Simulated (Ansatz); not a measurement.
The relaxed structure here is a generated cell of TaSi2: the first start was made by placing the elements on the sites of a structure type, and the end was not matched to a known phase here, so it may be hypothetical. Known forms of TaSi2 include space group No. 181.

One starting cell of TaSi$_{2}$ (a generated cell, TaSi2 built in the AFLOW prototype AB2_oI6_71_a_g (as in MoPt2)) was relaxed twice with Ansatz (plane waves, PAW, scalar-relativistic): with r2SCAN at 500 eV and with PBE at 420 eV. The r2SCAN result:

```cif
data_Si2Ta
_chemical_formula_sum 'Ta1 Si2'
_space_group_name_H-M_alt 'P 1'
_space_group_IT_number 1
_cell_length_a 4.68518
_cell_length_b 4.68518
_cell_length_c 4.68518
_cell_angle_alpha 139.190
_cell_angle_beta 139.190
_cell_angle_gamma 59.085
loop_
_space_group_symop_operation_xyz
  'x, y, z'
loop_
_atom_site_label
_atom_site_type_symbol
_atom_site_fract_x
_atom_site_fract_y
_atom_site_fract_z
_atom_site_occupancy
Ta1 Ta 0.00000 0.00000 0.00000 1
Si1 Si 0.66833 0.66833 0.00000 1
Si2 Si 0.33167 0.33167 0.00000 1
```

```csv
quantity,r2SCAN,PBE
space group,I4/mmm,I4/mmm
volume (Å³/atom),14.50,14.76
a (Å),3.267,3.283
c (Å),8.152,8.213
"gap (eV, no spin-orbit coupling)",0.00,0.00
```

Both levels end in the same structure; PBE's volume is 1.8 % larger. Neither column is exact.

No spin polarisation in the result. The relaxed primitive cell holds an odd number of electrons. A magnetic state may lie lower.

The run could not lose the symmetry of its start; a randomly shaken copy of 6 atoms returns to this structure.

Ansatz is an electronic-structure program.
